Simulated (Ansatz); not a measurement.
Single point in Ansatz 0.2.0 with PBE, no spin polarisation. Cutoff 420 eV, PAW datasets, 6×6×6 Γ-centred k mesh, fermi-dirac filling (width 0.1 eV).

Computed maps in the lattice plane spanned by a (left to right, 6.21 Å, 19 points from zero) and b (bottom to top, 6.21 Å, 19 points from zero), 90° apart, at height 0.750 along c. The fields are smooth PAW ones with compensation charges, not the true ones near nuclei.

Valence density. Digits on a logarithmic scale: 0 up to 0.03 e/Å³, each further digit a factor of 1.6, 9 from 1.3 e/Å³ up:
```
7643100000124579999
9642100000024689999
8642000000024679999
7642000000124579999
6431000000123467887
4320001112223445665
2211123333333334443
1012345555433222221
0013567776543211000
0024679998653200000
0135799999753200000
0135799999753200000
0135699999753200000
1234679997653210000
2234566776543211111
3333445554433323333
4433333333333344444
5443221111223456666
6543210000123567887
```

Question: The cell is Ga$_{2}$Te$_{4}$Pb. Which atoms lie within 0.2 Å of this plane, and where (fractions of a and b)?

Answer: Te at (0.38, 0.38), Te at (0.88, 0.88). The whole cell:
```xyz
7
Lattice="0.0000 6.2095 0.0000 6.2095 0.0000 0.0000 3.1048 3.1048 -6.2623" Properties=species:S:1:pos:R:3 pbc="T T T"
Ga    3.1048    6.2095   -3.1311
Te    4.6571    4.6571   -4.6967
Te    1.5524    4.6571   -1.5656
Te    7.7619    7.7619   -4.6967
Te    4.6571    1.5524   -1.5656
Pb    0.0000    0.0000    0.0000
Ga    3.1048    3.1048    0.0000
```

Origin: a known structure type with other elements, at an estimated volume, so it need not be a known compound. Caveats: atoms or cell far from equilibrium.
